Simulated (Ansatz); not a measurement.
A geometry of Sr away from equilibrium: the start of the relaxation of a generated trial cell of Sr in the AFLOW prototype A_hP3_152_a (A8, as in Se). These are r2SCAN (plane waves to 500 eV, PAW, scalar-relativistic; Ansatz, a program for electronic structure) values and carry that method's errors. Γ-centred k-mesh 7×7×5 on the run's cell (coarser than for final values), Fermi–Dirac smearing 0.05 eV.

```xyz
3
Lattice="5.5566 0.0000 0.0000 -2.7783 4.8121 0.0000 0.0000 0.0000 6.3041" Properties=species:S:1:pos:R:3:forces:R:3 pbc="T T T" free_energy=-10662.195 pressure_GPa=0.8
Sr     1.2525     0.0000     5.2534    2.4774    0.0000    0.0000
Sr    -0.6262     1.0847     1.0507   -1.2387    2.1455    0.0000
Sr     2.1521     3.7275     3.1521   -1.2387   -2.1455    0.0000
```

Positions in Å, forces in eV/Å, free energy of the cell in eV (comparable only within this code, potentials and settings). Largest force: 2.48 eV/Å, on Sr1, Sr2, Sr3 (atoms numbered as listed); the geometry lies 1.06 eV/atom above the end of its relaxation.

No spin polarisation in the result.

The run could not lose the symmetry of its start.

The relaxed structure has the type that Sr is known to take under pressure; here it was relaxed at zero pressure, from a generated start.
